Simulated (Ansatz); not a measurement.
Sheets of one type (M2XT2 MXene (fcc sites)-type), the program Ansatz at the r²SCAN+D4 level (PAW); HSE06 gaps on those cells.

```json
[
 {"layer": "Zr2NS2", "a (Å)": "3.436", "thickness (Å)": "5.69"},
 {"layer": "W2CS2", "a (Å)": "3.266", "thickness (Å)": "5.30"},
 {"layer": "W2NS2", "a (Å)": "___", "thickness (Å)": "___"},
 {"layer": "Y2NS2", "a (Å)": "3.717", "thickness (Å)": "5.84"},
 {"layer": "V2NS2", "a (Å)": "3.092", "thickness (Å)": "5.21"},
 {"layer": "Ti2NS2", "a (Å)": "3.174", "thickness (Å)": "5.38"},
 {"layer": "Hf2NS2", "a (Å)": "3.397", "thickness (Å)": "5.63"}
]
```

Task: Some entries are withheld; supply them.

Result: 
- W2NS2, a (Å): 3.017
- W2NS2, thickness (Å): 6.04

Spin orders computed, not proven ground states: V2NS2, M2XT2 MXene (fcc sites)-type layer antiferromagnetic. Began spin-polarised and lost the moments: Zr2NS2, M2XT2 MXene (fcc sites)-type layer; W2NS2, M2XT2 MXene (fcc sites)-type layer; Y2NS2, M2XT2 MXene (fcc sites)-type layer; Ti2NS2, M2XT2 MXene (fcc sites)-type layer; Hf2NS2, M2XT2 MXene (fcc sites)-type layer. All cells were relaxed under the symmetry of their starts (and spin orders); stability against distortions was not tested throughout. Rows with no word on spin ran without spin polarisation. Scalar-relativistic: spin–orbit coupling is off unless named, which matters more the heavier the elements. Constructed layers (a layer type filled with these elements): Zr2NS2, M2XT2 MXene (fcc sites)-type layer; W2CS2, M2XT2 MXene (fcc sites)-type layer; W2NS2, M2XT2 MXene (fcc sites)-type layer; Y2NS2, M2XT2 MXene (fcc sites)-type layer; V2NS2, M2XT2 MXene (fcc sites)-type layer; Ti2NS2, M2XT2 MXene (fcc sites)-type layer; Hf2NS2, M2XT2 MXene (fcc sites)-type layer.

Potentials: the later of the program's two PAW sets.
